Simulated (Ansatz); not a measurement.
Si2Ni in space group P6/mmm (No. 191; Ni on 1a, Si on 2d), DFT-r²SCAN+D4 in the program Ansatz with PAW potentials, all energies at zero smearing, with the estimated change up to a 700 eV cutoff added, with one set of potentials and settings (totals compare only within such a set). Cell of 3 atoms (1 Ni, 2 Si): -7122.797 eV.

```tsv
element	reference phase	E (eV/atom)
Ni	Fm-3m, 1 atoms in the cell, spin-polarised	-5845.4527
Si	Fd-3m, 2 atoms in the cell	-639.1856
```

Formation energy per atom, worked out: (-7122.797 − 1×(-5845.4527) − 2×(-639.1856))/3 = 0.342 eV/atom (33 kJ per mol of atoms), at 0 K, without zero-point energy or fitted corrections.

The cell is a constructed one: a structure type filled with these elements; neither database checked (COD, Materials Project) lists it. It is not the phase usual at ambient conditions (space group No. 225). The cell was relaxed with r²SCAN+D4 under the symmetry of its start; whether a distortion lowers the energy is not shown. The workflow began spin-polarised and lost its moments. The cell computed holds one magnetic atom, so no antiferromagnetic order was within reach. Other orbital occupations within this spin state were not tried. The references are the lowest solids computed at this level, not always the standard phases.

Potentials: the later of the program's two PAW sets.
